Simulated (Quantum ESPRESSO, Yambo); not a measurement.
For CsSrF3 (cubic perovskite, space group Pm-3m, No. 221), Yambo gives the independent-particle static dielectric constant along x as 2.41 on PBEsol bands and 2.12 after a scissor of 3.30 eV widens every gap (4×4×4 mesh, 166 bands, 3 Ry local-field block, 0.2 eV broadening).

**Question.** A scissor keeps the position matrix elements. In a one-oscillator model, how does ε − 1 scale, and what mean transition energy do the two values imply?

**Answer.** Each transition adds |r|²/E to ε − 1, so ε − 1 ∝ 1/(E0 + Δ). Then (2.12 − 1)/(2.41 − 1) = E0/(E0 + Δ) = 0.794, and E0 = Δ(ε' − 1)/(ε − ε') = 12.7 eV. The computed Im ε, weighted by 1/E up to 20 eV, has its mean at 12.0 eV; the smallest direct PBEsol gap is 6.23 eV. The scissor comes from a G0W0 run whose convergence isn't established. Convergence of the RPA response with its 4×4×4 mesh was not tested.

Bands from Quantum ESPRESSO.

Geometry of the Materials Project entry, not relaxed at this level; primitive cell a = b = c = 4.7633 Å, α = β = γ = 90.00°.

The structure is a Materials Project entry; no match was found in the copy of COD used, and its stability was not checked.
